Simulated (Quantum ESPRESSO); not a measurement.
# TaSn2Rh3AgCu: a guest atom moved from site to site

Simulated, not a measurement. The program is pw.x of Quantum ESPRESSO 7.5 (plane-wave density functional theory). The cell is made up: eight metal atoms on a face-centred cubic lattice, with elements, volume, strain and displacements drawn at random and not relaxed, so it may be unstable or far from any real phase. PseudoDojo standard norm-conserving files set the functional (PBE unless stated); there is no spin polarisation or spin-orbit coupling, the Fermi-Dirac width of 0.25 eV means electrons at about 2900 K, and the masses in the input are unused placeholders. The copper pseudopotential is less sure than most, with forces differing by about three percent and pressure by about two GPa from a second method on plain copper. The tin pseudopotential is less sure than most, with forces differing by about three percent from a second method on plain tin. Heavy elements are run without spin-orbit coupling, which real alloys of them have. A spin test at this wide smearing found no moment, but such smearing suppresses magnetism that the real alloy may have.

The runs move one Ta atom among sites that otherwise hold Rh. Cell, positions, cutoff, mesh and smearing stay as in the input of run 1; sites are counted in its order. Stress in the tables is positive in tension.

Input of run 1:

```
&control calculation='scf', pseudo_dir='./dojo.nc.sr.pbe.v0_5.standard.upf', outdir='./o', disk_io='medium', tprnfor=.true., tstress=.true. /
&system ibrav=0, nat=8, ntyp=5, nbnd=78, ecutwfc=92.02030273, nosym=.true., tot_charge=0,
 occupations='smearing', smearing='fd', degauss=0.0183746611
/
&electrons conv_thr=1.470e-08, electron_maxstep=70, mixing_beta=0.5 /
ATOMIC_SPECIES
Ag 1.0 Ag.upf
Cu 1.0 Cu.upf
Rh 1.0 Rh.upf
Sn 1.0 Sn.upf
Ta 1.0 Ta.upf
CELL_PARAMETERS angstrom
0.0454 4.2197 -0.0144
-4.1494 -0.0311 -4.0388
-4.2538 -0.0598 4.1432
ATOMIC_POSITIONS angstrom
Ta 0.0506 0.0148 -0.0382
Sn -2.1089 -0.0334 2.1968
Rh -1.9238 0.0124 -1.7912
Ag -4.2189 0.0237 0.0431
Sn -1.9386 2.2166 -0.0076
Rh -4.4149 2.1031 1.9862
Cu -4.1104 2.1382 -2.097
Rh -6.194 1.9851 0.0503
K_POINTS automatic
6 4 4 1 1 1
```

```
run  elements on sites 1 to 8  free energy less that of run 1 (eV)  -TS (eV)  pressure (GPa)  stress xx (GPa)  stress yy (GPa)  stress zz (GPa)  stress yz (GPa)  stress xz (GPa)  stress xy (GPa)  iterations
  1   Ta Sn Rh Ag Sn Rh Cu Rh                                0.000    -1.294           -6.78             6.37             8.41             5.57            -0.65            -0.27             0.95          17
  2   Rh Sn Ta Ag Sn Rh Cu Rh                                0.297    -1.395           -5.60             7.56             6.33             2.91             0.10            -1.74             0.47          17
  3   Rh Sn Rh Ag Sn Ta Cu Rh                               -0.131    -1.284           -6.49             6.49             9.61             3.38            -0.52            -1.76             0.78          18
  4   Rh Sn Rh Ag Sn Rh Cu Ta                                0.349    -1.381           -6.34             7.73             6.41             4.87            -0.75            -1.68             1.30          17
```

Forces Fx Fy Fz (eV/Å):

| site | run 1 | run 2 | run 3 | run 4 |
| --- | --- | --- | --- | --- |
| 1 | 0.83 0.37 0.11 | -0.04 0.17 0.30 | 0.84 0.12 0.60 | 1.16 0.15 0.62 |
| 2 | 0.05 0.25 0.50 | -0.44 0.22 1.03 | -0.04 0.21 1.04 | -0.48 0.00 -0.42 |
| 3 | -0.33 0.46 -0.94 | 0.81 0.68 -3.22 | -0.33 0.24 -2.27 | -0.88 0.52 -1.77 |
| 4 | 0.25 -0.25 0.05 | 0.07 -0.23 0.05 | 0.04 -0.29 -0.22 | 0.46 -0.33 0.18 |
| 5 | -1.07 -0.93 -0.91 | 0.05 -1.04 0.75 | -0.56 -0.68 0.04 | -0.02 -0.74 -0.91 |
| 6 | 1.37 -0.17 0.84 | 0.34 0.01 0.92 | 0.06 0.00 0.20 | 0.68 -0.21 -0.14 |
| 7 | 0.62 -0.10 -0.08 | 0.48 -0.06 -0.14 | 0.45 -0.04 -0.11 | 0.44 -0.08 -0.12 |
| 8 | -1.72 0.37 0.43 | -1.26 0.26 0.30 | -0.47 0.43 0.73 | -1.35 0.71 2.57 |

The sites are displaced and not relaxed, so the energy differences hold strain from misfit and are not ordering energies. A rerun of one cell of this series at a higher cutoff and on a denser mesh moved values by no more than 0.003 eV in energy, 0.07 GPa in stress and 0.011 eV/Å in force, and a second program with other atomic files agreed on that cell to 2 % rms in force and 0.5 GPa in pressure.